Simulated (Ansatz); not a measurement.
## What DFT gives for BaMgCl2O5

```yaml
crystal:
  lattice:
    - [0.00000, 5.76951, 0.00000]
    - [3.76811, 0.00000, 0.00000]
    - [1.88405, 2.88475, -5.66864]
  atoms:
    - { symbol: Ba, position: [0.00000, 0.00000, 0.00000] }
    - { symbol: Mg, position: [0.50000, 0.50000, 0.00000] }
    - { symbol: Cl, position: [0.70290, 0.20290, 0.59420] }
    - { symbol: Cl, position: [0.29710, 0.79710, 0.40580] }
    - { symbol: O, position: [0.11200, 0.35200, 0.29600] }
    - { symbol: O, position: [0.59200, 0.35200, 0.29600] }
    - { symbol: O, position: [0.88800, 0.64800, 0.70400] }
    - { symbol: O, position: [0.40800, 0.64800, 0.70400] }
    - { symbol: O, position: [0.50000, 0.00000, 0.00000] }
```

The numbers come from plane-wave PAW DFT (Ansatz): r2SCAN, no spin polarisation, 500 eV, 7×7×7 Γ-centred k points, fermi-dirac occupations (width 0.1 eV). Nothing was relaxed.

Task: Is the cell too large or too small?

Result: The pressure is -0.7 GPa (compression positive), so with the atoms held at these fractions the cell would first shrink; the forces are large, so a full relaxation may end otherwise. The principal stresses -8.8, -0.8, 7.5 GPa differ, so its shape would change too.

Task: Metal or insulator?

Result: It is a metal, with about 8.7 states/eV a cell as the mean within 0.25 eV of the Fermi level, mostly O p (61 %) and Cl p (35 %).

Task: Is it stable against the elements?

Result: -0.28 eV an atom against the elements' usual phases (free molecules for gases, crystals otherwise, with no correction for O₂ or N₂), so it is bound against them; other compounds may still compete. Relaxing would lower it.

Task: What do density and ELF say about some of the short contacts?

Result: Mg–O at 1.88 Å: least valence density 0.44 e/Å³ and ELF 0.09 there. Cl–O at 2.26 Å: least valence density 0.41 e/Å³ and ELF 0.25 there. Ba–O at 2.88 Å: least valence density 0.15 e/Å³ and ELF 0.08 there. Both are smooth PAW fields, read partly inside the augmentation spheres.

Task: Give the Bader charges.

Result: Bader charges in e: Ba +1.60, Mg +1.74, Cl +0.48, O -1.11 to -0.80. In the mean Mg gives up most and O takes most.

Task: Which atom feels the largest force, and which way?

Result: The largest is on Cl3 (and as large on other atoms): 0.85 eV/Å, components (0.00, 0.00, 0.85). It makes 42° with the line to a nearest neighbour, O6 at 2.26 Å, pointing towards it.

Origin: a known structure type with other elements, at an estimated volume, so it need not be a known compound. Caveats: many states at the Fermi level without spin polarisation, so a magnetic state may lie lower.
